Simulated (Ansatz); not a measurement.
The calculation used DFT PBE, scalar-relativistic, plane waves, PAW (Ansatz 0.2.0). All cells share a 420 eV cutoff and Γ-centred k meshes spaced about 0.3 Å⁻¹ or finer (0.25 for metals, 2π included). No spin polarisation.

Relaxed structures of Nb₂WSe₅, with energies over the first row. Coordination counts Se atoms around Nb and W (those within 1.25 times the shortest such distance or 1.15 times the sum of covalent radii).

| # | form | sites | V (Å³/atom) | coordination | ΔE (meV/atom) |
| --- | --- | --- | --- | --- | --- |
| 1 | Cmcm | Nb 8f; W 4c; Se 8f, 4c, 8f | 25.7 | Nb 6, W 4 | 0 |
| 2 | P3m1 | Nb 1a, 1c; W 1a; Se 1b, 1b, 1b, 1c, 1a | 23.3 | Nb 6, W 6 | 41 |

A further structure, relaxed alike:

```cif
data_structure
_symmetry_space_group_name_H-M 'P 1'
_symmetry_Int_Tables_number 1
_cell_length_a 3.3912
_cell_length_b 3.3912
_cell_length_c 18.3283
_cell_angle_alpha 90.000
_cell_angle_beta 90.000
_cell_angle_gamma 120.000
_cell_volume 182.54
loop_
_atom_site_label
_atom_site_type_symbol
_atom_site_fract_x
_atom_site_fract_y
_atom_site_fract_z
_atom_site_occupancy
Nb1 Nb 0.33333 0.66667 0.59620 1
Nb2 Nb 0.33333 0.66667 0.40380 1
W1 W 0.00000 0.00000 0.00000 1
Se1 Se 0.33333 0.66667 0.90982 1
Se2 Se 0.33333 0.66667 0.09019 1
Se3 Se 0.00000 0.00000 0.50000 1
Se4 Se 0.00000 0.00000 0.68935 1
Se5 Se 0.00000 0.00000 0.31065 1
```

Question: Where does it fall in the ranking, and at what energy?

Answer: It is the lowest, 117 meV/atom below row 1, with space group P-6m2 (No. 187) and 22.8 Å³/atom. Counting Se atoms around Nb and W, this cell has Nb 6, W 6 and row 1 has Nb 6, W 4. Nb has 6 Se at 2.60–2.63 Å; around W lie 6 Se at 2.56 Å; Se on a site of symmetry 3m has 3 W at 2.56 Å; Se on a site of symmetry -6m2 is surrounded by 6 Nb at 2.63 Å; 1 more site not described.

No dispersion correction is applied, so the spacing and binding between layers, chains or molecules are poorly described (P-6m2, Cmcm, P3m1), and this can change margins and order among such cells. Spin–orbit coupling, which can matter for W, is left out. With atoms moved at random, the further cell came back. Row 1 and row 2 had no clear such test and can be saddle points. Some candidate types were left out of the draw beforehand, so a known form may be missing.
